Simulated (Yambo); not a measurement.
Yambo run on MgO (rock salt, space group Fm-3m, No. 225). The wavefunctions are PBE (pw.x of Quantum ESPRESSO, ONCV potentials, no spin-orbit coupling) ones on a 6×6×6 mesh (8 occupied bands); a = 2.966 Å, b = 2.966 Å, c = 2.966 Å, α = 60.00°, β = 60.00°, γ = 60.00°.

Yambo input:

```
rim_cut
gw0
dyson
el_el_corr
HF_and_locXC
ppa
em1d
RandQpts= 1000000
RandGvec= 1 Ry
EXXRLvcs= 84 Ry
VXCRLvcs= 336 Ry
Chimod= "HARTREE"
% BndsRnXp
 2 | 71 |
%
NGsBlkXp= 14 Ry
% LongDrXp
 1.0 | 1.0 | 1.0 |
%
PPAPntXp= 27.2114 eV
% GbndRnge
 1 | 25 |
%
GTermKind= "none"
DysSolver= "n"
ExtendOut
% QPkrange
 1 | 1 | 8 | 9 |
%
```

k points by index: 1 = Γ.

Table of the .qp output:

```
#    K-point    Band    Eo [eV]    E [eV]    E-Eo [eV]    Vxc [eV]    Vnlxc [eV]    Sc|Eo [eV]    Sc|E [eV]    dSc/dw|Eo [eV]    Re(Z)    Im(Z)
#
    1    8    0.000000    -0.711206    -0.711206    -20.15333    -25.59526    4.561008    4.730723    -6.492542    0.807364    -0.001055
    1    9    4.895013    6.208678    1.313665    -13.56234    -9.004484    -3.019881    -3.244189    -4.646114    0.854159    -0.766481E-3
```
(The two width columns are left out.) Convergence of these settings isn't established.

Geometry of the Materials Project entry, not relaxed at this level.
